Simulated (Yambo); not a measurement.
Yambo run on CdS (zinc blende, space group F-43m, No. 216). The wavefunctions are LDA (pw.x of Quantum ESPRESSO, ONCV potentials, no spin-orbit coupling) ones on a 4×4×4 mesh (13 occupied bands); a = 4.0717 Å, b = 4.0717 Å, c = 4.0717 Å, α = 60.00°, β = 60.00°, γ = 60.00°.

Yambo input:

```
rim_cut
gw0
dyson
el_el_corr
HF_and_locXC
ppa
em1d
RandQpts= 1000000
RandGvec= 1 Ry
FFTGvecs= 25 Ry
EXXRLvcs= 102 Ry
VXCRLvcs= 408 Ry
Chimod= "HARTREE"
% BndsRnXp
 5 | 118 |
%
NGsBlkXp= 10 Ry
% LongDrXp
 1.0 | 1.0 | 1.0 |
%
PPAPntXp= 27.2114 eV
% GbndRnge
 1 | 118 |
%
GTermKind= "BG"
DysSolver= "n"
ExtendOut
% QPkrange
 1 | 1 | 13 | 14 |
%
```

k points by index: 1 = Γ.

Resulting energies as the program prints them:

```
#    K-point    Band    Eo [eV]    E [eV]    E-Eo [eV]    Vxc [eV]    Vnlxc [eV]    Sc|Eo [eV]    Sc|E [eV]    dSc/dw|Eo [eV]    Re(Z)    Im(Z)
#
    1    13    0.000000    -0.824724    -0.824724    -15.16819    -18.00109    1.785566    2.008180    -7.344177    0.787465    -0.001359
    1    14    0.943459    1.377163    0.433704    -10.97118    -6.714334    -3.724034    -3.823143    -6.216866    0.814022    -0.001238
```
(The two width columns are left out.) Convergence of these settings isn't established.

Geometry relaxed with LDA.
